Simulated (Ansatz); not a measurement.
One crystal and one scan (scan of one atom of the cell) at two levels, PBE (plane waves to 420 eV, PAW, scalar-relativistic; Ansatz, a program for electronic structure) and r2SCAN (plane waves to 500 eV, PAW, scalar-relativistic; Ansatz), each from its own relaxed cell and on its own mesh. The cell shown is that of PBE.

CoSn (CoSn type, space group P6/mmm)

```yaml
crystal:
  lattice:
    - [5.29399, 0.00000, 0.00000]
    - [-2.64700, 4.58473, 0.00000]
    - [0.00000, 0.00000, 4.23543]
  atoms:
    - { symbol: Co, position: [0.50000, 0.00000, 0.00000] }
    - { symbol: Co, position: [0.50000, 0.50000, 0.00000] }
    - { symbol: Co, position: [0.00000, 0.50000, 0.00000] }
    - { symbol: Sn, position: [0.00000, 0.00000, 0.00000] }
    - { symbol: Sn, position: [0.33333, 0.66667, 0.50000] }
    - { symbol: Sn, position: [0.66667, 0.33333, 0.50000] }
```

Scan: atom 2 (Co, nearest neighbour Sn at 2.612 Å; its periodic images, 4.2 Å or more away, move with it) is displaced along Cartesian [110], direction (0.707, 0.707, 0.000) in Cartesian axes, by s. The other atoms stay.

E stands for the smeared free energy. CoSn is run without spin polarisation. CoSn was relaxed with its symmetry unable to fall. With partly filled bands, energies and forces of such displacements shift with the k mesh and the smearing. Both scans cover s from -0.260 to 0.260 Å.

ΔE (meV/cell), each from the undisplaced structure of its own level:

| s (Å) | PBE | r2SCAN |
|---|---|---|
| -0.260 | 219 | 251 |
| -0.208 | 134 | withheld |
| -0.156 | 72 | 83 |
| -0.104 | 31 | 36 |
| -0.052 | 8 | 9 |
| 0.000 | 0 | 0 |
| 0.052 | 8 | 9 |
| 0.104 | 31 | 36 |
| 0.156 | 72 | 83 |
| 0.208 | 134 | withheld |
| 0.260 | 219 | 251 |

Question: Estimate the r2SCAN value at 0.208 from the PBE value there and the ratio of the two levels in the two nearest given rows on that side of the minimum.

Answer: At 0.156 and 0.260 the ratio r2SCAN/PBE averages 1.149, which gives 1.149 × 134 = 154 meV/cell. The calculation gives 154 meV/cell, +14.9 % against PBE.

(A displaced cell: forces are minus the slopes of the energy, force constants its curvatures, and phonons follow from these.)
